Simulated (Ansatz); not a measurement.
PbSe (rock salt, Fm-3m), PBE (plane waves, PAW; program Ansatz). The conduction-band minimum lies at L, with 3 equivalent valleys. Second derivatives d²E/dk² of the lowest band at one valley (eV·Å²), along Cartesian directions:

```
direction  d²E/dk²
---------  -------
[100]        61.87
[010]        52.28
[001]        60.70
[110]        57.06
[101]        61.24
[011]        59.80
```

Problem. Find the principal effective masses, the density-of-states mass and the conductivity mass.

Solution. Off-diagonal terms follow from H_xy = H[110] − (H_xx + H_yy)/2, and m*/mₑ = 7.620 eV·Å² over each eigenvalue: 0.12, 0.12, 0.15. One valley's DOS mass (m₁m₂m₃)^(1/3) = 0.13, conductivity mass 3/(Σ 1/mᵢ) = 0.13 mₑ.

Problem. What effective density of states Nc follows at 300 K for parabolic valleys?

Solution. Nc = 2.509e19 × 3 × (0.13)^(3/2) ≈ 3.5e18 cm⁻³.

The cell was relaxed with PBE under the symmetry of its start. Point labels and valley counts follow the cell and symmetry of the run, lower than the named group. Spin–orbit coupling is left out wherever it is not named.

Potentials: the later of the program's two PAW sets.

Edges and masses are those of Kohn–Sham bands, whose gap is no quasiparticle gap.
